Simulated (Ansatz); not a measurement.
AlGa₃N₄:
```xyz
8
Lattice="3.1633 0.0000 0.0000 -1.5817 2.7395 0.0000 0.0000 0.0000 10.2783" Properties=species:S:1:pos:R:3 pbc="T T T"
Ga     1.5817     0.9132     0.0282
N      1.5817     0.9132     1.9824
Ga     0.0000     0.0000     2.6256
N      0.0000     0.0000     4.5805
Ga     1.5817     0.9132     5.2274
N      1.5817     0.9132     7.1882
Al     0.0000     0.0000     7.7601
N      0.0000     0.0000     9.6517
```

Relaxed with r²SCAN. Special points in fractions of this cell's reciprocal vectors: Γ (0.000, 0.000, 0.000); M (0.500, 0.000, 0.000); K (0.333, 0.333, 0.000); A (0.000, 0.000, 0.500); L (0.500, 0.000, 0.500); H (0.333, 0.333, 0.500).

Task: List the band energies nearest the valence-band maximum at these points for the program Ansatz at the r²SCAN level (PAW).

Result: In eV from the valence-band maximum; about four levels below and three above (degenerate sets whole), none deeper than 8.9 eV; points with the same levels are listed once.

```json
[
 {"k": "Γ", "below": "-0.43 -0.43 -0.12 0.00 0.00", "above": "2.80 4.99 5.13"},
 {"k": "M", "below": "-2.01 -1.90 -1.76 -1.01", "above": "4.95 5.16 5.76"},
 {"k": "K", "below": "-2.94 -2.80 -1.50 -1.38", "above": "5.51 7.09 7.30"},
 {"k": "A", "below": "-0.31 -0.31 -0.05 -0.05", "above": "3.73 4.12 5.21"},
 {"k": "L", "below": "-1.79 -1.60 -1.37 -1.25", "above": "4.71 5.16 5.79"},
 {"k": "H", "below": "-2.25 -2.17 -2.11 -2.06", "above": "6.18 6.45 7.69"}
]
```

Space group P3m1. The start of the workflow was typed in or built on a structure type; neither database checked (COD, Materials Project) lists it. Its standing as an ambient phase is unchecked. The r²SCAN relaxation kept the symmetry of its start; its stability against distortions is not shown here. Scalar-relativistic: spin–orbit coupling is off unless named, which matters more the heavier the elements.

Potentials: the earlier of the program's two PAW sets.
